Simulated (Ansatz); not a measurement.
**What DFT gives for Cs2TaTlF6**

```
CELL_PARAMETERS angstrom
0.00000 4.60088 4.60088
4.60088 0.00000 4.60088
4.60088 4.60088 0.00000
ATOMIC_POSITIONS crystal
Ta 0.00000 0.00000 0.00000
F 0.79000 0.21000 0.21000
F 0.21000 0.79000 0.21000
F 0.21000 0.79000 0.79000
F 0.79000 0.21000 0.79000
F 0.21000 0.21000 0.79000
F 0.79000 0.79000 0.21000
Cs 0.25000 0.25000 0.25000
Cs 0.75000 0.75000 0.75000
Tl 0.50000 0.50000 0.50000
```

Single point in Ansatz 0.2.0 with r2SCAN, no spin polarisation. Cutoff 500 eV, PAW datasets, 7×7×7 Γ-centred k mesh, gaussian filling (width 0.1454 eV).

Problem. Describe some of the short contacts.

Solution. Ta–F at 1.93 Å: least valence density 0.84 e/Å³ and ELF 0.16 there. Tl–F at 2.67 Å: least valence density 0.17 e/Å³ and ELF 0.06 there. Cs–F at 3.27 Å: least valence density 0.06 e/Å³ and ELF 0.02 there. These are pseudo-fields; inside the PAW spheres they differ from the all-electron ones.

Problem. What is the formation energy?

Solution. -2.57 eV an atom against the elements' usual phases (free molecules for gases, crystals otherwise, with no correction for O₂ or N₂), so it is bound against them; other compounds may still compete. Relaxing would lower it.

Problem. Which atom feels the largest force, and which way?

Solution. The largest is on F6 (and as large on other atoms): 1.30 eV/Å, components (0.00, 0.00, 1.30). It makes 180° with the line to a nearest neighbour, Ta1 at 1.93 Å, pointing away from it.

Problem. Metal or insulator?

Solution. It is a metal, with about 11 states/eV a cell as the mean within 0.25 eV of the Fermi level, mostly Ta d (56 %) and Tl p (21 %).

Problem. What does the stress say?

Solution. The pressure is 9.2 GPa (compression positive), so with the atoms held at these fractions the cell would first expand; the forces are large, so a full relaxation may end otherwise.

Origin: a known structure type with other elements, at an estimated volume, so it need not be a known compound. Caveats: many states at the Fermi level without spin polarisation, so a magnetic state may lie lower.
